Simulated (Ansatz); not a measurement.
BN:
```cif
data_B3N3
_chemical_formula_sum 'B3 N3'
_space_group_name_H-M_alt 'P6222'
_space_group_IT_number 180
_space_group_name_Hall 'P 62 2 (0 0 4)'
_cell_length_a 2.57837
_cell_length_b 2.57837
_cell_length_c 5.75572
_cell_angle_alpha 90.000
_cell_angle_beta 90.000
_cell_angle_gamma 120.000
loop_
_atom_site_label
_atom_site_type_symbol
_atom_site_symmetry_multiplicity
_atom_site_Wyckoff_symbol
_atom_site_fract_x
_atom_site_fract_y
_atom_site_fract_z
_atom_site_occupancy
B1 B 3 d 0.50000 0.00000 0.50000 1
N1 N 3 c 0.50000 0.00000 0.00000 1
```

Relaxed with LDA.

Problem. Give the optical modes at the zone centre with their infrared and Raman activity from DFPT, the program Ansatz at the LDA level (PAW).

Solution. Transverse frequencies, without the LO–TO term; a row sums one degenerate level.

| ω (cm⁻¹) | degeneracy | IR ((D/Å)²/amu) | Raman (Å⁴/amu) | activity | symmetry |
|---|---|---|---|---|---|
| 457 | 1 | 0.00 | 0 | silent | B1 |
| 509 | 2 | 0.30 | 14 | IR+Raman | E1 |
| 547 | 1 | 0.00 | 0 | silent | B2 |
| 714 | 1 | 0.00 | 0 | silent | B1 |
| 812 | 2 | 9.55 | 240 | IR+Raman | E1 |
| 832 | 2 | 0.00 | 0.97 | Raman | E2 |
| 869 | 1 | 48.32 | 0 | IR | A2 |
| 884 | 2 | 91.81 | 59 | IR+Raman | E1 |
| 932 | 1 | 0.00 | 0 | silent | B2 |
| 1143 | 2 | 0.00 | 100 | Raman | E2 |

Problem. How high does the top mode go among those that the LO–TO term moves?

Solution. 1143 cm⁻¹ for q along x, 1143 cm⁻¹ for q along y, 1119 cm⁻¹ for q along z.

Space group P6_222. The start of the workflow was typed in or built on a structure type; neither database checked (COD, Materials Project) lists it. It is not the phase usual at ambient conditions (space group No. 186, 194, 216). The cell was relaxed with LDA under the symmetry of its start; phonons on a q-mesh show no instability. A crystal of weakly bound chains computed without a dispersion correction: the cell and the soft elastic constants depend strongly on that.

Potentials: the later of the program's two PAW sets.
